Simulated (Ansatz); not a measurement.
Single point in Ansatz 0.2.0 with PBE, no spin polarisation. Cutoff 420 eV, PAW datasets, 7×7×7 Γ-centred k mesh, gaussian filling (width 0.0654 eV).

Computed maps in the lattice plane spanned by a (left to right, 5.48 Å, 17 points from zero) and c (bottom to top, 5.48 Å, 17 points from zero), 60° apart, at height 0.250 along b. The fields are smooth PAW ones with compensation charges, not the true ones near nuclei.

Valence density. Digits on a logarithmic scale: 0 up to 0.03 e/Å³, each further digit a factor of 1.6, 9 from 1.3 e/Å³ up:
```
56765444579986555
68998644589998655
68999864479999865
57999975468999965
45799986456899964
33579986545678764
33456665555555554
44554444455554433
56776543456765433
68998754468997544
68999985468999754
58999997557999975
47999998646899985
45799999744689985
43589998753457765
43457888654445555
55545566666654455
```

ELF. Ten even steps from '0' (0.00) to '9' (0.88):
```
35774100279984222
47899610389888522
37879951179538831
26976983148857961
03898995125899972
00489985222478872
00026763222224531
01211121123311100
37885100135652000
59999830148887400
59977993058889840
29920498128967981
17950079515998994
02995269711699985
10399889610147763
00027998411102331
12211243236521121
```

Problem. The cell is LaSiO$_{3}$. Which atoms lie within 0.2 Å of this plane, and where (fractions of a and c)?

Solution. O at (0.70, 0.80), La at (0.25, 0.25). The whole cell:
```yaml
crystal:
  lattice:
    - [2.76152, 1.59437, 4.46156]
    - [-2.76152, 1.59437, 4.46156]
    - [0.00000, -3.18873, 4.46156]
  atoms:
    - { symbol: Si, position: [0.00000, 0.00000, 0.00000] }
    - { symbol: Si, position: [0.50000, 0.50000, 0.50000] }
    - { symbol: O, position: [0.80480, 0.69520, 0.25000] }
    - { symbol: O, position: [0.25000, 0.80480, 0.69520] }
    - { symbol: O, position: [0.69520, 0.25000, 0.80480] }
    - { symbol: O, position: [0.19520, 0.30480, 0.75000] }
    - { symbol: O, position: [0.75000, 0.19520, 0.30480] }
    - { symbol: O, position: [0.30480, 0.75000, 0.19520] }
    - { symbol: La, position: [0.25000, 0.25000, 0.25000] }
    - { symbol: La, position: [0.75000, 0.75000, 0.75000] }
```

Origin: a known structure type with other elements, at an estimated volume, so it need not be a known compound. Caveats: many states at the Fermi level without spin polarisation, so a magnetic state may lie lower; f levels without a U or exact exchange are poorly placed.
